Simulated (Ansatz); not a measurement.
Be (bcc (W type), Im-3m) at seven volumes, plane-wave PAW LDA (Ansatz code), scaled uniformly. One row is withheld.

```csv
V (Å³/atom),P (GPa)
6.783,14.68
7.006,9.14
7.230,4.28
7.454,0.03
7.677,-3.71
7.901,-7.00
8.124,?
```

Q: Fit the shown pressures and predict the withheld one.

A: Third-order Birch–Murnaghan: P = (3/2)B₀(x^(7/2) − x^(5/2))[1 + (3/4)(B′ − 4)(x − 1)] with x = (V₀/V)^(2/3). Least squares on the six rows gives V₀ = 7.455 Å³/atom, B₀ = 132.8 GPa, B′ = 3.35. At V = 8.124, x = 0.9443 and P = -9.87 GPa. The run itself gave -9.89 GPa.

The first step of the workflow began from a Materials Project structure, measured or hypothetical; the Crystallography Open Database copy checked does not list it. It is not the phase usual at ambient conditions (space group No. 194). Symmetry was held in the LDA relaxation; its stability against distortions is not shown here.

Potentials: the earlier of the program's two PAW sets. The files were generated under PBE; for other functionals the program regenerates the frozen cores, and for LDA and PBEsol the local potential too.
